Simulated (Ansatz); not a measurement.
MoS₂:
```
CELL_PARAMETERS angstrom
      1.60113     0.92441     6.09371
     -1.60113     0.92441     6.09371
      0.00000    -1.84883     6.09371
ATOMIC_POSITIONS crystal
  Mo 0.00000 0.00000 0.00000
  S  0.24816 0.24816 0.24816
  S  0.75184 0.75184 0.75184
```

Relaxed with r²SCAN+D4.

Q: Map the electron localisation function on the plane through (0.000, 0.000, 0.000) spanned by u = [1, -1, 0] and v = [1, 1, -1] in lattice vectors, from r²SCAN+D4 in the plane-wave PAW code Ansatz.

A: x is the fraction of u, y of v (the angle between them is 90°; rows are the nearest grid lines); atoms in the plane: Mo at (0.00, 0.00), S at (0.50, 0.75), S at (0.50, 0.25).
```
y \ x   0.000  0.0625  0.188  0.250  0.375  0.438  0.562  0.625  0.750  0.812  0.938   1.00
------  -----  ------  -----  -----  -----  -----  -----  -----  -----  -----  -----  -----
1.00    0.233   0.426  0.743  0.555  0.155  0.229  0.229  0.155  0.555  0.743  0.426  0.233
0.917   0.742   0.718  0.404  0.217  0.393  0.550  0.550  0.393  0.217  0.404  0.718  0.742
0.833   0.180   0.202  0.540  0.749  0.812  0.743  0.743  0.812  0.749  0.540  0.202  0.180
0.778   0.196   0.299  0.774  0.845  0.537  0.129  0.129  0.537  0.845  0.774  0.299  0.196
0.694   0.073   0.161  0.737  0.830  0.740  0.566  0.566  0.740  0.830  0.737  0.161  0.073
0.611   0.022   0.044  0.480  0.709  0.877  0.902  0.902  0.877  0.709  0.480  0.044  0.022
0.528   0.008   0.010  0.029  0.048  0.099  0.120  0.120  0.099  0.048  0.029  0.010  0.008
0.472   0.008   0.010  0.029  0.048  0.099  0.120  0.120  0.099  0.048  0.029  0.010  0.008
0.389   0.022   0.044  0.480  0.709  0.877  0.902  0.902  0.877  0.709  0.480  0.044  0.022
0.306   0.073   0.161  0.737  0.830  0.740  0.566  0.566  0.740  0.830  0.737  0.161  0.073
0.222   0.196   0.299  0.774  0.845  0.537  0.129  0.129  0.537  0.845  0.774  0.299  0.196
0.167   0.180   0.202  0.540  0.749  0.812  0.743  0.743  0.812  0.749  0.540  0.202  0.180
0.0833  0.742   0.718  0.404  0.217  0.393  0.550  0.550  0.393  0.217  0.404  0.718  0.742
0.000   0.233   0.426  0.743  0.555  0.155  0.229  0.229  0.155  0.555  0.743  0.426  0.233
```

The density is the valence pseudo-density with augmentation charge, so density and ELF within about 1 Å of a nucleus are not all-electron values.

Space group R-3m. The workflow started from a Materials Project entry (that database holds measured and hypothetical structures alike); the Crystallography Open Database files this formula in space group No. 166, but the cells were not matched. It is not the phase usual at ambient conditions (space group No. 160, 194). The cell was relaxed with r²SCAN+D4 under the symmetry of its start; whether a distortion lowers the energy is not shown. The run is not spin-polarised.

Potentials: the later of the program's two PAW sets.
